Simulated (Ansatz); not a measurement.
BeS:
```xyz
2
Lattice="0.0000 2.4343 2.4343 2.4343 0.0000 2.4343 2.4343 2.4343 0.0000" Properties=species:S:1:pos:R:3 pbc="T T T"
S      3.6514     3.6514     3.6514
Be     0.0000     0.0000     0.0000
```

Relaxed with r²SCAN. Special points in fractions of this cell's reciprocal vectors: Γ (0.000, 0.000, 0.000); X (0.500, 0.000, 0.500); U (0.625, 0.250, 0.625); K (0.375, 0.375, 0.750); L (0.500, 0.500, 0.500); W (0.500, 0.250, 0.750).

Problem. List the band energies nearest the valence-band maximum at these points for plane-wave PAW r²SCAN (Ansatz code).

Solution. In eV from the valence-band maximum; about four levels below and three above (degenerate sets whole), none deeper than 8.9 eV; points with the same levels are listed once.

```json
[
 {"k": "Γ", "below": "0.00 0.00 0.00", "above": "6.23 6.23 6.23"},
 {"k": "X", "below": "-5.14 -2.68 -2.68", "above": "3.59 5.36 13.70 13.70"},
 {"k": "U", "below": "-4.66 -4.14 -2.22", "above": "4.85 8.04 11.31"},
 {"k": "L", "below": "-5.89 -1.04 -1.04", "above": "6.03 7.11 7.11"},
 {"k": "W", "below": "-4.36 -3.92 -3.36", "above": "6.94 8.68 9.20"}
]
```

Space group F-43m (zinc blende). Symmetry was held in the r²SCAN relaxation.

Potentials: the later of the program's two PAW sets.
